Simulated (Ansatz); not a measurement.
Sb (A7 type, space group R-3m)

```
Sb
1.0
    2.16078     1.24753     3.67966
   -2.16078     1.24753     3.67966
    0.00000    -2.49506     3.67966
Sb
2
Cartesian
  0.00000   0.00000   2.60951
  0.00000   0.00000   8.42948
```

In this cell atom 1 (Sb, nearest neighbour Sb at 2.932 Å; its periodic images, 4.3 Å or more away, move with it) is moved by u·(1.000, 0.000, 0.000) + v·(0.000, 0.000, 1.000); the rest is frozen.

Calculation: PBE-D3(BJ) (plane waves to 420 eV, PAW, scalar-relativistic; Ansatz, an electronic-structure program). k mesh 11×11×11 (Γ-centred), Fermi-Dirac smearing 0.05 eV. The energy includes the smearing's −TS. With partly filled bands, energies and forces of such displacements shift with the k mesh and the smearing. Sb was relaxed with its symmetry unable to fall. Spin-orbit coupling is left out, though Sb is heavy. The PAW data are Ansatz's earlier set. The zero of ΔE is the undisplaced structure. Axes are in Å.

Q: What ΔE (eV/cell) does the calculation give at all points of the grid u = -0.440, -0.220, 0.000, 0.220, 0.440 by v = -0.440, -0.220, 0.000, 0.220, 0.440?

A: ΔE (eV/cell), with u across and v down:

```
v \ u   -0.440  -0.220  0.000  0.220  0.440
------  ------  ------  -----  -----  -----
-0.440   1.410   0.753  0.550  0.753  1.410
-0.220   0.674   0.253  0.127  0.253  0.674
0.000    0.272   0.049  0.000  0.049  0.272
0.220    0.123   0.032  0.059  0.032  0.123
0.440    0.144   0.030  0.039  0.030  0.144
```

(For displaced atoms, the force is minus the slope of the energy, and its curvature is a force constant, which sets phonon frequencies.)
